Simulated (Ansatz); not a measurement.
Values for one crystal, relaxed and computed with PBEsol in the plane-wave PAW code Ansatz; other levels are named.

| Property | Value |
|---|---|
| Volume per atom | 24.88 Å³ |
| Electronic character | metallic (no gap) |
| Elastic constants (relaxed ions, GPa) | C11 = 97.1, C22 = 89.8, C33 = 98.1, C12 = 52.8, C13 = 40.5, C23 = 49.2, C44 = 1.4, C55 = 35.7, C66 = 11.1 |
| Formation energy from the elements (no fitted shifts) | -10 kJ/mol-atom |
| Density of states at the Fermi level | 0.48 states/eV per atom (mean over ±0.08 eV) |
| Mechanical stability | marginal (the smallest eigenvalue of C is near zero) |

Question: Pick the material that matches.
(A) CuAu, L1₀ or tetragonal B2
(B) AlAu4, P2_13 (Al on 4a, Au on 4a, Au on 12b)
(C) Sn4Au, Ccce (Sn on 16i, Au on 4a)
(D) Mg2Sn, Cmcm (Mg on 4c, Mg on 4c, Sn on 4c)

Answer: C, Sn4Au, Ccce (Sn on 16i, Au on 4a)

The workflow started from a Materials Project entry (that database holds measured and hypothetical structures alike); the Crystallography Open Database copy checked does not list it. COD files the formula under space group No. 41. Its standing as an ambient phase is unchecked. The cell was relaxed with PBEsol under the symmetry of its start; whether a distortion lowers the energy is not shown. As this level gives no gap, shear constants depend on the k-mesh and smearing (Fermi–Dirac, 0.1 eV here). On the denser mesh and wider smearing of the elastic run this cell carries a stress of 0.4 GPa. The references are the lowest solids computed at this level, not always the standard phases. Scalar-relativistic: spin–orbit coupling is off unless named, which matters more the heavier the elements.

Potentials: the later of the program's two PAW sets.
